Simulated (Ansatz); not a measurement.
Here is the system:

YSiPt:
```cif
data_Pt4Si4Y4
_chemical_formula_sum 'Y4 Si4 Pt4'
_space_group_name_H-M_alt 'Pnma'
_space_group_IT_number 62
_space_group_name_Hall '-P 2ac 2n'
_cell_length_a 7.01323
_cell_length_b 4.27116
_cell_length_c 7.45873
_cell_angle_alpha 90.000
_cell_angle_beta 90.000
_cell_angle_gamma 90.000
loop_
_atom_site_label
_atom_site_type_symbol
_atom_site_symmetry_multiplicity
_atom_site_Wyckoff_symbol
_atom_site_fract_x
_atom_site_fract_y
_atom_site_fract_z
_atom_site_occupancy
Y1 Y 4 c 0.00282 0.75000 0.29842 1
Si1 Si 4 c 0.31294 0.25000 0.41201 1
Pt1 Pt 4 c 0.19935 0.25000 0.08440 1
```

This is the r²SCAN-relaxed structure.

Q: All from the program Ansatz at the r²SCAN level (PAW), unless another level is named. Give the electronic character.

A: metallic (no gap).

Q: Predict the density of states at the Fermi level.

A: 0.41 states/eV per atom (mean over ±0.08 eV).

Q: Next, the formation energy from the elements (no fitted shifts)?

A: -1.30 eV/atom.

The workflow started from a Materials Project entry (that database holds measured and hypothetical structures alike); the Crystallography Open Database copy checked does not list it. With Si and Pt taken as one species the cell has the higher symmetry Imma, so it may be an ordered model of a mixed-site phase. Whether it is the stable phase at ambient conditions was not checked. The cell was relaxed with r²SCAN under the symmetry of its start; its stability against distortions is not shown here. The run is not spin-polarised. The references are the lowest solids computed at this level, not always the standard phases. Scalar-relativistic: spin–orbit coupling is off unless named, which matters more the heavier the elements.

Potentials: the later of the program's two PAW sets.
